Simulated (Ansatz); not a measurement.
TaAg:
```
TaAg
1.0
    1.35257    -5.76818     0.00000
    1.35257     5.76818     0.00000
    0.00000     0.00000     4.56739
Ta Ag
2 2
Direct
  0.68178   0.31822   0.25000
  0.31822   0.68178   0.75000
  0.93596   0.06404   0.25000
  0.06404   0.93596   0.75000
```

Relaxed with PBE.

Task: Which orbitals make up the states near the Fermi level in PBE in the plane-wave PAW code Ansatz?

Result: Within 0.5 eV of the Fermi level: Ta 5d 76 %, Ag 4d 5 %, outside the projected shells 8 %. Projections are on Löwdin-orthogonalised atomic valence shells; empty p or d shells of many metals are not among them.

Task: Tabulate the density of states.

Result: States/eV per cell of 4 atoms, in 0.25 eV bins, energy from the Fermi level.

| E (eV) | total | Ag 4d | Ta 5d | Ta 6s |
|---|---|---|---|---|
| -7.85 | 0.15 | 0.00 | 0.00 | 0.07 |
| -7.60 | 0.23 | 0.00 | 0.00 | 0.10 |
| -7.35 | 0.30 | 0.00 | 0.00 | 0.14 |
| -7.10 | 0.38 | 0.01 | 0.00 | 0.17 |
| -6.85 | 0.49 | 0.04 | 0.01 | 0.20 |
| -6.60 | 0.70 | 0.13 | 0.02 | 0.26 |
| -6.35 | 3.92 | 2.90 | 0.19 | 0.43 |
| -6.10 | 7.35 | 5.81 | 0.38 | 0.58 |
| -5.85 | 8.88 | 7.32 | 0.56 | 0.39 |
| -5.60 | 12.06 | 10.21 | 0.88 | 0.34 |
| -5.35 | 6.69 | 5.65 | 0.44 | 0.30 |
| -5.10 | 7.10 | 6.15 | 0.45 | 0.26 |
| -4.85 | 7.91 | 6.75 | 0.60 | 0.17 |
| -4.60 | 6.74 | 5.79 | 0.54 | 0.13 |
| -4.35 | 7.38 | 6.69 | 0.37 | 0.15 |
| -4.10 | 7.12 | 6.33 | 0.46 | 0.14 |
| -3.85 | 6.41 | 5.41 | 0.55 | 0.21 |
| -3.60 | 3.51 | 2.70 | 0.32 | 0.25 |
| -3.35 | 1.44 | 0.67 | 0.30 | 0.23 |
| -3.10 | 1.54 | 0.47 | 0.43 | 0.22 |
| -2.85 | 2.08 | 0.51 | 0.81 | 0.26 |
| -2.60 | 2.23 | 0.46 | 1.13 | 0.26 |
| -2.35 | 2.36 | 0.47 | 1.31 | 0.25 |
| -2.10 | 2.69 | 0.51 | 1.66 | 0.25 |
| -1.85 | 2.95 | 0.52 | 1.95 | 0.26 |
| -1.60 | 3.78 | 0.55 | 2.67 | 0.26 |
| -1.35 | 3.28 | 0.41 | 2.43 | 0.18 |
| -1.10 | 3.15 | 0.31 | 2.44 | 0.14 |
| -0.85 | 3.37 | 0.21 | 2.64 | 0.14 |
| -0.60 | 4.74 | 0.27 | 3.76 | 0.18 |
| -0.35 | 4.50 | 0.24 | 3.49 | 0.23 |
| -0.10 | 2.76 | 0.14 | 2.10 | 0.13 |
| 0.15 | 2.19 | 0.11 | 1.69 | 0.09 |
| 0.40 | 2.33 | 0.15 | 1.69 | 0.14 |
| 0.65 | 2.32 | 0.16 | 1.64 | 0.15 |
| 0.90 | 2.27 | 0.15 | 1.59 | 0.13 |
| 1.15 | 2.48 | 0.13 | 1.68 | 0.12 |
| 1.40 | 2.50 | 0.15 | 1.81 | 0.10 |
| 1.65 | 1.95 | 0.11 | 1.46 | 0.09 |
| 1.90 | 1.83 | 0.09 | 1.43 | 0.08 |
| 2.15 | 2.77 | 0.12 | 2.22 | 0.10 |
| 2.40 | 3.90 | 0.17 | 3.10 | 0.14 |
| 2.65 | 2.96 | 0.12 | 2.37 | 0.08 |
| 2.90 | 3.16 | 0.11 | 2.66 | 0.07 |
| 3.15 | 3.66 | 0.09 | 3.13 | 0.12 |
| 3.40 | 4.36 | 0.09 | 3.66 | 0.24 |
| 3.65 | 3.80 | 0.08 | 2.99 | 0.33 |
| 3.90 | 2.12 | 0.04 | 1.52 | 0.20 |
| 4.15 | 1.10 | 0.02 | 0.67 | 0.11 |
| 4.40 | 0.94 | 0.02 | 0.56 | 0.07 |

Space group Cmcm. The start of the workflow was typed in or built on a structure type; neither database checked (COD, Materials Project) lists it. Its standing as an ambient phase is unchecked. The cell was relaxed with PBE under the symmetry of its start; whether a distortion lowers the energy is not shown. No spin polarisation was allowed. Its formation energy is positive at this level, so the cell may be metastable or incomplete. Spin–orbit coupling is left out wherever it is not named.

Potentials: the later of the program's two PAW sets.
